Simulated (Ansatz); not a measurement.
TiO$_{2}$ (anatase, space group No. 141), a = 3.739 Å, b = 3.739 Å, c = 9.455 Å, α = 90.00°, β = 90.00°, γ = 90.00°; the cell used has 6 atoms.

Relaxed with LDA.

**Question.** Which orbitals make up the states near the band edges in DFT-LDA in the program Ansatz with PAW potentials?

**Answer.** Top 1 eV of the valence band: O 2p 93 %. Bottom 1 eV of the conduction band: Ti 3d 93 %, O 2p 6 %. Projections are on Löwdin-orthogonalised atomic valence shells; empty p or d shells of many metals are not among them.

**Question.** Tabulate the density of states.

**Answer.** States/eV per cell of 6 atoms, in 0.25 eV bins, energy from the valence-band maximum.

```csv
E (eV),total,O 2p,Ti 3d,O 2s
-5.05,0.00,0.00,0.00,0.00
-4.80,6.05,4.11,1.41,0.03
-4.55,4.06,2.75,1.08,0.02
-4.30,4.90,3.39,1.28,0.03
-4.05,6.73,4.70,1.79,0.03
-3.80,8.28,5.98,2.02,0.05
-3.55,5.07,3.77,1.10,0.04
-3.30,3.69,2.61,0.98,0.03
-3.05,3.27,2.39,0.77,0.04
-2.80,4.66,3.53,0.96,0.07
-2.55,4.39,3.41,0.85,0.05
-2.30,5.54,4.42,0.94,0.05
-2.05,4.34,3.52,0.65,0.04
-1.80,3.88,3.26,0.45,0.04
-1.55,4.14,3.57,0.38,0.04
-1.30,3.74,3.30,0.29,0.03
-1.05,5.51,4.93,0.43,0.03
-0.80,6.90,6.38,0.36,0.03
-0.55,5.89,5.52,0.25,0.03
-0.30,4.16,3.93,0.17,0.01
-0.05,0.79,0.76,0.03,0.00
0.20,0.00,0.00,0.00,0.00
0.45,0.00,0.00,0.00,0.00
0.70,0.00,0.00,0.00,0.00
0.95,0.00,0.00,0.00,0.00
1.20,0.00,0.00,0.00,0.00
1.45,0.00,0.00,0.00,0.00
1.70,0.00,0.00,0.00,0.00
1.95,0.00,0.00,0.00,0.00
2.20,0.10,0.00,0.10,0.00
2.45,0.34,0.02,0.32,0.00
2.70,0.78,0.06,0.72,0.00
2.95,2.83,0.17,2.62,0.02
3.20,7.14,0.52,6.42,0.08
3.45,6.24,0.65,5.38,0.09
3.70,12.13,1.59,10.17,0.12
3.95,5.58,1.05,4.36,0.06
4.20,3.35,0.83,2.41,0.03
4.45,4.91,1.32,3.43,0.04
4.70,3.02,0.82,2.07,0.01
4.95,1.53,0.44,0.99,0.00
5.20,0.14,0.02,0.10,0.02
5.45,0.91,0.06,0.67,0.14
5.70,2.63,0.27,1.90,0.36
5.95,2.74,0.41,1.92,0.30
6.20,3.23,0.63,2.21,0.28
6.45,3.87,0.90,2.56,0.26
6.70,3.95,1.03,2.51,0.22
6.95,4.58,1.33,2.81,0.22
```

Space group I4_1/amd (anatase). The LDA relaxation kept the symmetry of its start; of distortions, only those at the zone centre were tested. The run is not spin-polarised.

Potentials: the later of the program's two PAW sets.
